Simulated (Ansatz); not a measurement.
The relaxed structure here is a generated cell of Fe: the first start was made by placing the elements on the sites of a structure type, and the end was not matched to a known phase here, so it may be hypothetical. Known forms of Fe include space group No. 229.

The end point of a relaxation of Fe. Space group Pm-3n (No. 223). Calculation: PBEsol (plane waves to 420 eV, PAW, scalar-relativistic; Ansatz, a first-principles code).

```cif
data_Fe8
_chemical_formula_sum 'Fe8'
_space_group_name_H-M_alt 'P 1'
_space_group_IT_number 1
_cell_length_a 4.43760
_cell_length_b 4.43760
_cell_length_c 4.43760
_cell_angle_alpha 90.000
_cell_angle_beta 90.000
_cell_angle_gamma 90.000
loop_
_space_group_symop_operation_xyz
  'x, y, z'
loop_
_atom_site_label
_atom_site_type_symbol
_atom_site_fract_x
_atom_site_fract_y
_atom_site_fract_z
_atom_site_occupancy
Fe1 Fe 0.25000 0.00000 0.50000 1
Fe2 Fe 0.75000 0.00000 0.50000 1
Fe3 Fe 0.00000 0.50000 0.25000 1
Fe4 Fe 0.00000 0.50000 0.75000 1
Fe5 Fe 0.50000 0.25000 0.00000 1
Fe6 Fe 0.50000 0.75000 0.00000 1
Fe7 Fe 0.00000 0.00000 0.00000 1
Fe8 Fe 0.50000 0.50000 0.50000 1
```

### Question
Give the magnetic moment at the level PBEsol.

### Answer
Net 2.03 μB/atom, ferromagnetic.

Spin state reached: ferromagnetic (net 2.03 μB/atom), from parallel starting moments; other spin orders were not run from this start.

The run could not lose the symmetry of its start, so the end can be a saddle point.

All atoms sit on sites fixed by symmetry, so only the cell could relax.
